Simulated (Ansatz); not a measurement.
Given:

BAs:
```
CELL_PARAMETERS angstrom
      3.32894     0.00000     0.00000
     -1.66447     2.88295     0.00000
      0.00000     0.00000     5.51371
ATOMIC_POSITIONS crystal
  B  0.33333 0.66667 0.37453
  B  0.66667 0.33333 0.87453
  As 0.33333 0.66667 0.00047
  As 0.66667 0.33333 0.50047
```

This is the LDA-relaxed structure. x, y and z are the axes in which the lattice vectors are written.

### Question
All from DFT-LDA in the program Ansatz with PAW potentials, unless another level is named. Predict the formation energy from the elements (no fitted shifts).

### Answer
-0.034 eV/atom.

### Question
Predict the hole effective mass, band 1 of 2 at the edge.

### Answer
0.53 along x, 0.52 along z (mₑ).

### Question
What about the weight of the valence-edge state by species (Voronoi cells)?

### Answer
B 59 %, As 41 %.

### Question
Predict the valence-band maximum.

### Answer
at Γ.

Space group P6_3mc (wurtzite). The workflow started from a Materials Project entry (that database holds measured and hypothetical structures alike); the Crystallography Open Database copy checked does not list it. It is not the phase usual at ambient conditions (space group No. 216). The cell was relaxed with LDA under the symmetry of its start; phonons on a q-mesh show no instability. The references are the lowest solids computed at this level, not always the standard phases. Scalar-relativistic: spin–orbit coupling is off unless named, which matters more the heavier the elements.

Potentials: the later of the program's two PAW sets.

Edges and masses are those of Kohn–Sham bands, whose gap is no quasiparticle gap.
